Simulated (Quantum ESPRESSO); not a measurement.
```xyz
10
Lattice="2.4025 1.3871 4.3721 -2.4025 1.3871 4.3721 0.0000 -2.7742 4.3721" Properties=species:S:1:pos:R:3 pbc="T T T"
Al     0.0000     0.0000     1.9399
Al     0.0000     0.0000    11.1764
Al     0.0000     0.0000     4.6182
Al     0.0000     0.0000     8.4980
O      0.9315     1.3871     7.6511
O     -0.9315    -1.3871     5.4651
O     -1.6670     0.1132     7.6511
O      1.6670    -0.1132     5.4651
O      0.7355    -1.5003     7.6511
O     -0.7355     1.5003     5.4651
```
The cell comes from the Materials Project (a computed structure). It is Al2O3 in R-3c. Stability against distortions was not tested.

A lattice sum over point charges, one formal value an element (Al +3, O -2), with no Sternheimer factor, costs far less than a self-consistent run. Taken along the main axis of each site's self-consistent tensor, it gives:

| site | V along that axis, point charges (a.u.) |
|---|---|
| Al (atoms 1, 2, 3, 4) | 0.012 |
| O (atoms 5, 6, 7, 8, 9, 10) | -0.117 |

Q: How do the values of the PAW reconstruction of the field gradient on a scalar-relativistic PBE ground state (a modified build of Quantum ESPRESSO, JTH datasets) compare?

A: 
```json
[
 {"site": "Al", "Vzz, PAW (a.u.)": "0.057", "PAW over point charges": "4.7"},
 {"site": "O", "Vzz, PAW (a.u.)": "-0.404", "PAW over point charges": "3.4"}
]
```
  Cores are frozen. Against all-electron runs on small test molecules, this scheme's |Vzz| missed by −7 % on Al, −2 to +6 % on O.
